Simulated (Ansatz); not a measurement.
SrIr₂ (cubic Laves (MgCu2 type), Fd-3m) at seven volumes, DFT-r²SCAN in the program Ansatz with PAW potentials, scaled uniformly. One row is withheld.

| V (Å³/atom) | P (GPa) |
|---|---|
| 17.288 | 19.07 |
| 17.858 | 11.60 |
| 18.428 | 5.31 |
| 18.998 | 0.01 |
| 19.568 | ? |
| 20.138 | -8.18 |
| 20.708 | -11.31 |

Fit the shown pressures and predict the withheld one.

Third-order Birch–Murnaghan: P = (3/2)B₀(x^(7/2) − x^(5/2))[1 + (3/4)(B′ − 4)(x − 1)] with x = (V₀/V)^(2/3). Least squares on the six rows gives V₀ = 19.000 Å³/atom, B₀ = 161.3 GPa, B′ = 4.75. At V = 19.568, x = 0.9806 and P = -4.43 GPa. The run itself gave -4.44 GPa.

The workflow started from an entry of the Crystallography Open Database (COD). Whether it is the stable phase at ambient conditions was not checked. The r²SCAN relaxation kept the symmetry of its start; its stability against distortions is not shown here. The run is not spin-polarised. Spin–orbit coupling is left out wherever it is not named.

Potentials: the later of the program's two PAW sets.
